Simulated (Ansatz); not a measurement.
TmN in the CsCl-type structure

The computed numbers are results of PBEsol, scalar-relativistic (collinear spin) in the plane-wave PAW code Ansatz at 420 eV, Γ-centred 10×10×10 mesh, 0.05 eV Gaussian smearing; PAW files: Ansatz's generated set soft_2.

```
CELL_PARAMETERS angstrom
2.91854 0.00000 0.00000
0.00000 2.91854 0.00000
0.00000 0.00000 2.91854
ATOMIC_POSITIONS crystal
Tm 0.00000 0.00000 0.00000
N 0.50000 0.50000 0.50000
```

This is a trial structure; measured cells of the compound in the Crystallography Open Database are in space group Fm-3m (rock salt).

Magnetic state: ferromagnetic, site spin moments Tm 1.53; N 0.15 μB.

Path: Γ–X–M–Γ–R–X | R–M, with Γ = (0.000, 0.000, 0.000), X = (0.000, 0.500, 0.000), M = (0.500, 0.500, 0.000), R = (0.500, 0.500, 0.500) in reciprocal vectors of the calculation's cell.

Problem. Is it a metal or an insulator, and if it has a gap, where are the band edges on this path?

Solution. A metal: bands cross the Fermi level.

Bands as a text map, energy in eV from the Fermi level (dashes), each leg drawn with the same width, + spin up, o spin down, # both:
```
  3.71 |   o                                         
  3.43 |   +                                     #   
  3.14 |                   o                         
  2.86 |                 o +   #         #           
  2.57 |          ##    #+                           
  2.29 |  o      #  #     #                       #  
  2.00 |  +     o      #                  #          
  1.71 |      ##+    #o    oo o            #       #o
  1.43 | o   #       o+o   ++ +                    o+
  1.14 |o#  #       o   o   oo                       
  0.86 |  o#       o  +  o o+                     o +
  0.57 |+##o      o  + +  o  +o        ooo       o + 
  0.29 |###ooo  oo  +   +  o##ooooooooo   o ooooo    
  0.00 |--o+--ooooo#ooooo###--+ooooooooooooooooooo#oo
 -0.29 | + o#ooooo#oooooooo + +ooooooooo##ooooooooooo
 -0.57 |ooooo#ooo        ooooooo          oo         
 -0.86 |oooooo#o############ooo++       oo#o     ++##
 -1.14 |  ++++++#++++++++++#o o+++++++++++++++++++#++
 -1.43 |+++++++++#++++++++#++++#++++++++++#++++++++++
 -1.71 |++#++   ++o      o ++++++ ++ ++o  +   ++ o   
 -2.00 |+++++++++++oo   o +#+++#oo  +    o++++       
 -2.29 |          +++###++ +   ++       ++        +##
 -2.57 |   o        +++#        ++o    +        o+o++
 -2.86 |   +        o+ +  o      o      o         +  
 -3.14 |            +   o +      ++   o +       +#   
 -3.43 |           o    +#            +o       oo    
 -3.71 |    #      +              o    +#      ++    
 -4.00 |          o               +o  #        o     
        Γ      X      M      Γ      R      XR       M
```

Formal charges Tm³⁺, N³⁻ leave Tm³⁺ with an open 4f¹² shell. Nothing in this functional splits the part-filled shell enough, so f states lie at the Fermi level.

Without a U the open 4f shell is pinned at the Fermi level, an artefact: in the real crystal it splits into occupied and empty levels away from it, and its large orbital moment is missing here. Scalar-relativistic only: spin–orbit splittings of the heavy atoms' levels are missing. The run wasn't fully tested for a lower electronic state. Site moments are of spin, integrated over atomic spheres. The run holds 0.5 f electrons more on Tm than the trivalent ion has, so it is between trivalent and divalent here. In such compounds it is trivalent as a rule, so this state is likely an artefact, and the extra f charge swells the ion. No antiparallel order was tried.

A lower state of the open shells can't be excluded, and forces and pressures are less sure for it.
